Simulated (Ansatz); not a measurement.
# In$_{3}$Se: how the half-step-shifted k-point mesh moves the results

All numbers below come from DFT PBE, scalar-relativistic, plane waves, PAW in Ansatz 0.2.0.

```cif
data_structure
_symmetry_space_group_name_H-M 'P 1'
_symmetry_Int_Tables_number 1
_cell_length_a 4.8038
_cell_length_b 4.8038
_cell_length_c 4.8038
_cell_angle_alpha 90.000
_cell_angle_beta 90.000
_cell_angle_gamma 90.000
_cell_volume 110.85
loop_
_atom_site_label
_atom_site_type_symbol
_atom_site_fract_x
_atom_site_fract_y
_atom_site_fract_z
_atom_site_occupancy
In1 In 0.00000 0.50000 0.50000 1
In2 In 0.50000 0.00000 0.50000 1
In3 In 0.50000 0.50000 0.00000 1
Se1 Se 0.00000 0.00000 0.00000 1
```

```json
{
  "plane-wave cutoff": "420 eV",
  "occupation rule": "Gaussian smearing, 0.1 eV",
  "spin treatment": "unpolarised"
}
```

The atoms are held and the half-step-shifted k-point mesh is swept. Energies are extrapolated to zero smearing and count from the reference run, 10×10×10 Γ-centred mesh, Gaussian smearing 0.1 eV. The cell isn't necessarily relaxed at this level. Pressure is positive in compression.

```csv
shifted mesh,ΔE (meV/atom),P (GPa),irreducible points
4×4×4,?,?,?
6×6×6,-4.44,-0.44,10
8×8×8,-0.40,-0.32,20
```

Task: Fill in the withheld rows.

Result: The withheld rows:

```json
{"shifted mesh": "4×4×4", "ΔE (meV/atom)": "-15.5", "P (GPa)": "-0.91", "irreducible points": "4"}
```

Cost: 3 runs of about 0.11 core-minutes in all, on Intel Xeon Platinum 8488C (Sapphire Rapids) (shared hosts).